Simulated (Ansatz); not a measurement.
AlGaAs2:
Space group P-4m2 (No. 115); a = b = 4.0108 Å, c = 5.6596 Å, α = β = γ = 90.00°

```
atom  site  symmetry       x       y       z
----  ----  --------  ------  ------  ------
Ga      1a      -4m2  0.0000  0.0000  0.0000
As      2g      2mm.  0.5000  0.0000  0.2502
Al      1c      -4m2  0.5000  0.5000  0.5000
```

Relaxed with PBEsol.

Decompose the optical modes at the zone centre into irreducible representations, and say which are infrared and Raman allowed.

Point group -42m: Γ_opt = A1 + 2B2 + 3E. Infrared: B2, E. Raman: A1, B2, E.

Assign frequencies (DFPT, PBEsol (plane waves, PAW; program Ansatz); without the LO–TO term).

E 82, A1 212, E 247, B2 247, E 350, B2 367 cm⁻¹.

Subscripts of B labels follow the axes of the standard setting.

The start of the workflow was typed in or built on a structure type; neither database checked (COD, Materials Project) lists it. Whether it is the stable phase at ambient conditions was not checked. Symmetry was held in the PBEsol relaxation; its stability against distortions is not shown here.

Potentials: the earlier of the program's two PAW sets. The files were generated under PBE; for other functionals the program regenerates the frozen cores, and for LDA and PBEsol the local potential too.
